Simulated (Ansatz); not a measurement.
LaCrGe$_{3}$:
```xyz
10
Lattice="6.1784 0.0000 0.0000 -3.0892 5.3506 0.0000 0.0000 0.0000 5.9791" Properties=species:S:1:pos:R:3 pbc="T T T"
La     0.0000     3.5671     4.4843
La     3.0892     1.7835     1.4948
Cr     0.0000     0.0000     0.0000
Cr     0.0000     0.0000     2.9895
Ge     0.0000     2.0843     1.4948
Ge     4.3733     1.0421     4.4843
Ge     1.2841     4.3085     1.4948
Ge     3.0892     3.2664     4.4843
Ge    -1.2841     4.3085     1.4948
Ge     1.8050     1.0421     4.4843
```
The run is spin-polarised; directions of the spins, atom by atom: 0 0 ↑ ↑ 0 0 0 0 0 0.

Relaxed with r²SCAN.

### Question
Which orbitals make up the states near the Fermi level in DFT-r²SCAN in the program Ansatz with PAW potentials?

### Answer
Within 0.5 eV of the Fermi level: Cr 3d 43 %, Ge 4p 28 %, La 5d 13 %, La 4f 6 %, Ge 4s 6 %. Projections are on Löwdin-orthogonalised atomic valence shells; empty p or d shells of many metals are not among them.

### Question
Tabulate the density of states.

### Answer
States/eV per cell of 10 atoms, in 0.25 eV bins, energy from the Fermi level.

```
E (eV)  total  La 4f  Ge 4p  Cr 3d
------  -----  -----  -----  -----
-7.85    8.54   0.05   1.19   0.57
-7.60    4.07   0.04   0.47   0.48
-7.35    0.95   0.01   0.10   0.13
-7.10    0.00   0.00   0.00   0.00
-6.85    0.00   0.00   0.00   0.00
-6.60    0.00   0.00   0.00   0.00
-6.35    0.00   0.00   0.00   0.00
-6.10    0.05   0.00   0.04   0.00
-5.85    0.16   0.00   0.11   0.01
-5.60    0.32   0.00   0.23   0.02
-5.35    0.58   0.01   0.41   0.03
-5.10    0.89   0.01   0.61   0.06
-4.85    2.46   0.02   1.58   0.33
-4.60    4.15   0.03   2.70   0.50
-4.35    4.37   0.03   2.84   0.48
-4.10    3.27   0.02   2.00   0.49
-3.85    6.09   0.03   3.61   1.14
-3.60    7.90   0.04   4.46   2.04
-3.35    6.10   0.03   3.47   1.39
-3.10    9.18   0.04   5.00   2.23
-2.85    9.47   0.05   4.94   2.23
-2.60    7.25   0.06   3.19   2.54
-2.35    7.40   0.10   3.09   2.92
-2.10    8.35   0.15   3.57   3.29
-1.85    6.01   0.14   2.62   2.30
-1.60    5.75   0.15   2.34   2.43
-1.35    9.44   0.21   3.07   5.13
-1.10    7.33   0.20   2.63   3.69
-0.85    3.62   0.16   1.59   1.28
-0.60    2.93   0.15   1.12   1.19
-0.35    3.36   0.12   0.93   1.67
-0.10    3.82   0.15   0.96   2.00
0.15     2.84   0.22   0.86   1.07
0.40     4.00   0.39   1.09   1.31
0.65     7.09   0.80   1.96   2.11
0.90     7.38   0.97   2.08   2.02
1.15     7.82   1.52   2.30   1.69
1.40     8.64   2.32   2.35   1.62
1.65    10.24   3.42   1.86   2.46
1.90    10.14   4.12   1.09   2.84
2.15    23.10  16.51   1.04   2.91
2.40    33.30  28.56   0.80   1.29
2.65    39.35  30.71   1.58   2.93
```

Space group P6_3/mmc. The workflow started from an entry of the Crystallography Open Database (COD, 295 K). Whether it is the stable phase at ambient conditions was not checked. Symmetry was held in the r²SCAN relaxation; whether a distortion lowers the energy is not shown. The final state is ferromagnetic, chosen from 2 collinear starts compared on coarse meshes (ties went to the first, and starts can fall back to one state), not a proven ground state. The program gave a warning on the electronic state, which may not be the lowest. Scalar-relativistic: spin–orbit coupling is off unless named, which matters more the heavier the elements.

Potentials: the later of the program's two PAW sets.
